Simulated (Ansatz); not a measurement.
CsBH$_{4}$ in space group F-43m (No. 216; Cs on 4a, B on 4b, H on 16e), PBEsol in the plane-wave PAW code Ansatz, all energies at zero smearing, with the estimated change up to a 700 eV cutoff added, with one set of potentials and settings (totals compare only within such a set). Cell of 6 atoms (1 Cs, 1 B, 4 H): -5803.372 eV.

```
element                reference phase  E (eV/atom)
-------  -----------------------------  -----------
Cs       P6_3/mmc, 2 atoms in the cell   -5585.7977
B           R-3m, 12 atoms in the cell    -152.6698
H            Cmce, 4 atoms in the cell     -15.6194
```

Formation energy per atom, worked out: (-5803.372 − 1×(-5585.7977) − 1×(-152.6698) − 4×(-15.6194))/6 = -0.404 eV/atom (-39 kJ per mol of atoms), at 0 K, without zero-point energy or fitted corrections.

The workflow started from a Materials Project entry (that database holds measured and hypothetical structures alike); the Crystallography Open Database copy checked does not list it. Whether it is the stable phase at ambient conditions was not checked. The PBEsol relaxation kept the symmetry of its start; its stability against distortions is not shown here. The references are the lowest solids computed at this level, not always the standard phases (solids in place of the gases). Scalar-relativistic: spin–orbit coupling is off unless named, which matters more the heavier the elements.

Potentials: the later of the program's two PAW sets.
